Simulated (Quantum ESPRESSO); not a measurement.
```
CELL_PARAMETERS angstrom
     -3.16735     3.16735     3.16735
      3.16735    -3.16735     3.16735
      3.16735     3.16735    -3.16735
ATOMIC_POSITIONS crystal
  F  0.71067 0.71067 0.00000
  F  0.28933 0.28933 0.00000
  F  0.00000 0.71067 0.71067
  F  0.00000 0.28933 0.28933
  F  0.71067 0.00000 0.71067
  F  0.28933 0.00000 0.28933
  Mo 0.00000 0.00000 0.00000
```

The geometry is that of Materials Project entry mp-558836, symmetrised and not relaxed again.

### Question
What does PBEsol (Quantum ESPRESSO, PseudoDojo norm-conserving, 84 Ry, no spin-orbit coupling) give for the electronic structure near the Fermi level?

### Answer
The PBEsol gap is indirect, 4.29 eV, from Γ to 17 % of the way from P to H; the smallest direct gap is 4.39 eV. Another conduction extremum on the path lies within 0.02 eV, too close to call. Spin-orbit splittings are left out.

The structure is a Materials Project entry; no match was found in the copy of COD used, and its stability was not checked.
